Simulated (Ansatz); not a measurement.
Consider the following.

Bi:
```
CELL_PARAMETERS angstrom
      6.37959     0.00000     0.00000
      0.00000     3.22217     0.00000
      0.00000     0.00000     3.23130
ATOMIC_POSITIONS crystal
  Bi 0.75000 0.00000 0.57749
  Bi 0.25000 0.00000 0.42251
```

This is the PBEsol-relaxed structure.

**Question.** All from plane-wave PAW PBEsol (Ansatz code), unless another level is named. Predict the highest zone-centre frequency.

**Answer.** 2.20 THz.

**Question.** Give the bulk modulus (Birch–Murnaghan fit).

**Answer.** 47.9 GPa.

Space group Pmma. The first step of the workflow began from a Materials Project structure, measured or hypothetical; the Crystallography Open Database copy checked does not list it. It is not the phase usual at ambient conditions (space group No. 166). Symmetry was held in the PBEsol relaxation; of distortions, only those at the zone centre were tested. As this level gives no gap, phonon frequencies hold no LO–TO term and depend on the k-mesh and smearing (Fermi–Dirac, 0.1 eV here). Scalar-relativistic: spin–orbit coupling is off unless named, which matters more the heavier the elements.

Potentials: the later of the program's two PAW sets.
